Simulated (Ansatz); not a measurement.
Values for one crystal, relaxed and computed with plane-wave PAW PBEsol (Ansatz code); other levels are named.

| Quantity | Value |
|---|---|
| Volume per atom | 15.63 Å³ |
| Electronic character | metallic (no gap) |
| Mechanical stability | unstable (C has a negative eigenvalue) |
| Elastic constants (relaxed ions, GPa) | C11 = 343, C12 = 252, C13 = 140, C33 = 560, C44 = -44.0 |
| Gap with spin–orbit coupling | none (metallic) |
| Bulk modulus (Birch–Murnaghan fit) | 255 GPa |
| Density of states at the Fermi level | 1.4 states/eV per atom (mean over ±0.08 eV) |

Question: Which of these materials gives this?
A. Nb, P6/mmm (Nb on 1a, Nb on 2d)
B. Zr, P6/mmm (Zr on 1a, Zr on 2d)
C. Mo, P6/mmm (Mo on 1a, Mo on 2d)
D. Mg, P6/mmm (Mg on 2e, Mg on 2d, Mg on 3f)

Answer: C, Mo, P6/mmm (Mo on 1a, Mo on 2d)

The start of the workflow was typed in or built on a structure type; neither database checked (COD, Materials Project) lists it. It is not the phase usual at ambient conditions (space group No. 229). The cell was relaxed with PBEsol under the symmetry of its start. The run is not spin-polarised. As this level gives no gap, shear constants depend on the k-mesh and smearing (Fermi–Dirac, 0.1 eV here). Spin–orbit coupling is left out wherever it is not named.

Potentials: the earlier of the program's two PAW sets. The files were generated under PBE; for other functionals the program regenerates the frozen cores, and for LDA and PBEsol the local potential too.
